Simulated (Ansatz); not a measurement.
Consider the following.

Relaxed ZnO (wurtzite):

```
CELL_PARAMETERS angstrom
      3.23518     0.00000     0.00000
     -1.61759     2.80175     0.00000
      0.00000     0.00000     5.21141
ATOMIC_POSITIONS crystal
  Zn 0.66667 0.33333 0.00241
  Zn 0.33333 0.66667 0.50241
  O  0.66667 0.33333 0.62279
  O  0.33333 0.66667 0.12279
```

The atoms are displaced by Q × the pattern below (from a DFPT mode at Γ, largest move 1; Q in Å), at fixed cell. It is one choice among 2 degenerate patterns.

| atom | x | y | z |
|---|---|---|---|
| Zn1 | 0.000 | 0.245 | 0.000 |
| Zn2 | 0.000 | 0.245 | 0.000 |
| O3 | 0.000 | -1.000 | 0.000 |
| O4 | 0.000 | -1.000 | 0.000 |

Level of theory: r2SCAN (plane waves to 500 eV, PAW, scalar-relativistic; Ansatz, a program for electronic structure). k mesh 12×12×7 (Γ-centred), Fermi-Dirac smearing 0.05 eV. Energies are smeared free energies. ZnO was relaxed with its symmetry unable to fall. The zero of ΔE is the undisplaced structure.

The scan covers Q from -0.280 to 0.280 Å in 13 points.

### Question
Which space group does the distorted structure have?

### Answer
Cm (No. 8), lowered from P6_3mc.

### Question
Is the energy the same for equal positive and negative displacements?

### Answer
Even: the same for both signs.

### Question
What is the energy change at Q = 0.280 Å?

### Answer
1094 meV/cell.

### Question
What harmonic wavenumber does the curvature at Q = 0 give?

### Answer
398 cm⁻¹.

(For displaced atoms, the force is minus the slope of the energy, and its curvature is a force constant, which sets phonon frequencies.)
